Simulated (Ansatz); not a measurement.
The start is a generated cell, TiB2 placed in the AFLOW prototype AB2_cF48_227_c_e (as in Ti2C). The structure is fully relaxed (lattice and positions, P = 0) with r2SCAN (plane waves to 500 eV, PAW, scalar-relativistic; Ansatz, a quantum-chemistry and plane-wave program). The first steps use a coarse 4×4×4 k-mesh.

Input geometry:
```
CELL_PARAMETERS angstrom
      0.00000     3.83095     3.83095
      3.83095     0.00000     3.83095
      3.83095     3.83095     0.00000
ATOMIC_POSITIONS crystal
  Ti 0.62500 0.62500 0.62500
  Ti 0.12500 0.62500 0.62500
  Ti 0.62500 0.12500 0.62500
  Ti 0.62500 0.62500 0.12500
  B  0.87000 0.87000 0.87000
  B  0.39000 0.87000 0.87000
  B  0.87000 0.39000 0.87000
  B  0.87000 0.87000 0.39000
  B  0.38000 0.38000 0.38000
  B  0.86000 0.38000 0.38000
  B  0.38000 0.86000 0.38000
  B  0.38000 0.38000 0.86000
```

What pressure does the first self-consistent step give?

+95 GPa (positive: the cell is compressed).

What is the largest force in the starting geometry, and on which atom (counted from 1)?

About 7.0 eV/Å, on B5, B6, B7, B8, B9, B10, B11, B12 (atoms numbered as listed).

How much energy is released per atom?

2.44 eV/atom.

How does the volume change?

+8.5 %, from 9.37 to 10.17 Å³/atom.

How do the shortest distances between atoms change?

The closest pairs of elements (up to four, under 3.6 Å), start → end: B–B 2.60 → 1.77 Å; B–Ti 1.88 → 2.38 Å; Ti–Ti 2.71 → 2.78 Å.

Is the relaxed structure metallic? Give its gap.

No gap (metallic).

What does it relax into? Give the structure.


Space group Fd-3m, origin choice 1 (No. 227); a = b = c = 7.874 Å, α = β = γ = 90.00°

```json
[
 {"atom": "Ti", "site": "16c", "symmetry": ".-3m", "x": "0.1250", "y": "0.1250", "z": "0.1250"},
 {"atom": "B", "site": "32e", "symmetry": ".3m", "x": "0.4204", "y": "0.4204", "z": "0.4204"}
]
```
(The calculation used a cell of 12 atoms; values per cell refer to that cell.)

The space group stays Fd-3m (No. 227) (the run could not lower it), with 12 atoms in the primitive cell. Final values are on a 8×8×8 k-mesh of the relaxed cell. No spin polarisation in the result.

The run could not lose the symmetry of its start: the end is stationary, and may be a saddle point rather than a minimum.

The relaxed structure here is a generated cell of TiB2: the first start was made by placing the elements on the sites of a structure type, and the end was not matched to a known phase here, so it may be hypothetical. Known forms of TiB2 include space group No. 191.
